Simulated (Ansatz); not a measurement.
Values for one crystal, relaxed and computed with plane-wave PAW PBE (Ansatz code); other levels are named.

- Volume per atom: 17.99 Å³
- Electronic character: metallic (no gap)
- Density of states at the Fermi level: 1.3 states/eV per atom (mean over ±0.08 eV)
- Pressure derivative B′: 4.1
- Bulk modulus (Birch–Murnaghan fit): 200 GPa
- Gap with spin–orbit coupling: none (metallic)
- Formation energy from the elements (no fitted shifts): 1.31 eV/atom

Task: Which compound is it?
A) MoW, rock salt
B) GaBi, rock salt
C) MoPt, CsCl type
D) AlNi, rock salt

Result: A, MoW, rock salt

Space group Fm-3m (rock salt). The start of the workflow was typed in or built on a structure type; neither database checked (COD, Materials Project) lists it. Its standing as an ambient phase is unchecked. The cell was relaxed with PBE under the symmetry of its start; whether a distortion lowers the energy is not shown. The run is not spin-polarised. Its formation energy is positive at this level, so the cell may be metastable or incomplete. The references are the lowest solids computed at this level, not always the standard phases. Spin–orbit coupling is left out wherever it is not named.

Potentials: the later of the program's two PAW sets.
